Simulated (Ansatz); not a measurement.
# WPt2: changing the pressure

The cell as given:

It takes space group Immm (No. 71, orthorhombic). The conventional cell has a = 2.773 Å, b = 3.964 Å, c = 8.307 Å, α = 90.00°, β = 90.00°, γ = 90.00°. Pt (site symmetry mm2) is surrounded by 7 Pt at 2.71 to 2.82 Å and 5 W at 2.77 to 2.80 Å. W (site symmetry mmm) has 2 W at 2.77 Å and 10 Pt at 2.77 to 2.80 Å as nearest neighbours.

The cell comes from a database or a generator and needn't be the stable form of this composition.

Kept alike: task relaxation of cell and atoms; functional PBEsol; k mesh 12 × 12 × 12; occupations fermi-dirac, width 0.05 eV; no spin polarisation. Program: Ansatz, Ansatz PAW, cutoff 420 eV. The mesh is that of the run's cell of 3 atoms. No spin-orbit coupling.

| pressure, P (GPa) | volume (Å³/atom) |
| --- | --- |
| 0 | 14.968 |
| 2 | 14.877 |
| 5 | 14.746 |
| 10 | 14.542 |
| 20 | 14.177 |
| 30 | 13.859 |

The relaxations keep at least the cell's symmetry (Immm). For a metal such a mesh leaves the last digits unconverged. The runs follow the start's structure, whether or not it is the stable one at these pressures. P is the pressure aimed at, which the runs meet within some hundredths to tenths of a GPa. All rows use potentials made for PBE.

The volume falls from 14.968 to 13.859 Å³/atom between 0 and 30 GPa. The volume falls ever more slowly, since the solid stiffens under load. At the pressures aimed at, which the runs meet within some tenths of a GPa, the step from 0 to 5 GPa gives a mean bulk modulus near 335 GPa, the last step 441 GPa.
